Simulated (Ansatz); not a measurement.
Data:

Relaxed BN (zinc blende):

```
BN
1.0
    0.00000     3.62472     3.62472
    1.81236     0.00000     1.81236
    1.81236     1.81236     0.00000
N B
2 2
Cartesian
  2.71854   2.71854   2.71854
  2.71854   4.53089   4.53089
  0.00000   0.00000   0.00000
  1.81236   3.62472   1.81236
```

The atoms are displaced by Q × the pattern below (from a DFPT mode at L = (0.5, 0.0, 0.0), largest move 1; Q in Å), at fixed cell. It is one choice among 2 degenerate patterns. (q is in reciprocal vectors of the primitive cell; the cell shown is doubled to hold the pattern.)

| atom | x | y | z |
|---|---|---|---|
| N1 | -0.215 | 0.392 | -0.607 |
| N2 | 0.215 | -0.392 | 0.607 |
| B3 | -0.285 | 0.520 | -0.805 |
| B4 | 0.285 | -0.520 | 0.805 |

All values below come from PBE (plane waves to 420 eV, PAW, scalar-relativistic; Ansatz, an electronic-structure program). k mesh 8×16×16 (Γ-centred), Fermi-Dirac smearing 0.05 eV. E stands for the smeared free energy. BN was relaxed with its symmetry unable to fall. ΔE is measured from the undisplaced structure.

The scan covers Q from -0.100 to 0.100 Å in 13 points.

Task: Which space group does the distorted structure have?

Result: P1 (No. 1), lowered from F-43m.

Task: Is this a single well or a double well?

Result: A single well with its minimum at or next to zero displacement.

Task: What is the energy change at Q = 0.100 Å?

Result: 643 meV/cell.

Task: What harmonic wavenumber does the curvature at Q = 0 give?

Result: 966 cm⁻¹.

(For displaced atoms, the force is minus the slope of the energy, and its curvature is a force constant, which sets phonon frequencies.)
